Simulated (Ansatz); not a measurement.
**Notes on RbTaH**

```yaml
crystal:
  lattice:
    - [4.29330, 0.00000, 0.00000]
    - [0.00000, 4.29330, 0.00000]
    - [0.00000, 0.00000, 7.07212]
  atoms:
    - { symbol: Ta, position: [0.25000, 0.25000, 0.65260] }
    - { symbol: Ta, position: [0.75000, 0.75000, 0.34740] }
    - { symbol: Rb, position: [0.25000, 0.25000, 0.20910] }
    - { symbol: Rb, position: [0.75000, 0.75000, 0.79090] }
    - { symbol: H, position: [0.75000, 0.25000, 0.00000] }
    - { symbol: H, position: [0.25000, 0.75000, 0.00000] }
```

The numbers come from plane-wave PAW DFT (Ansatz): PBE, with U_eff = 5.51 eV on Ta d (all-electron-ortho-atomic projectors), spin-orbit coupling, 420 eV, 5×5×3 Γ-centred k points, fermi-dirac occupations (width 0.1 eV). Nothing was relaxed.

The state carries no moments; the state need not be the lowest.

(1) Is there a gap?

(2) What does the stress say?

(3) Give the Bader charges.

(4) Which atom feels the largest force, and which way?

Origin: a known structure type with other elements, at an estimated volume, so it need not be a known compound. Caveats: started without moments under time reversal, so no moment could form; atoms or cell far from equilibrium.

Results:

(1) It is a metal, with about 3.1 states/eV a cell as the mean within 0.25 eV of the Fermi level, mostly Ta s (39 %), Ta d (32 %) and H s (20 %).

(2) The pressure is 8.7 GPa (compression positive), so with the atoms held at these fractions the cell would first expand; the forces are large, so a full relaxation may end otherwise. The principal stresses 6.1, 10.1, 10.1 GPa differ, so its shape would change too.

(3) Bader charges in e: Rb +0.49, Ta +0.08, H -0.57. In the mean Rb gives up most and H takes most.

(4) The largest is on Rb3 (and as large on other atoms): 1.56 eV/Å, components (0.00, 0.00, -1.56). It makes 55° with the line to a nearest neighbour, H5 at 2.61 Å.
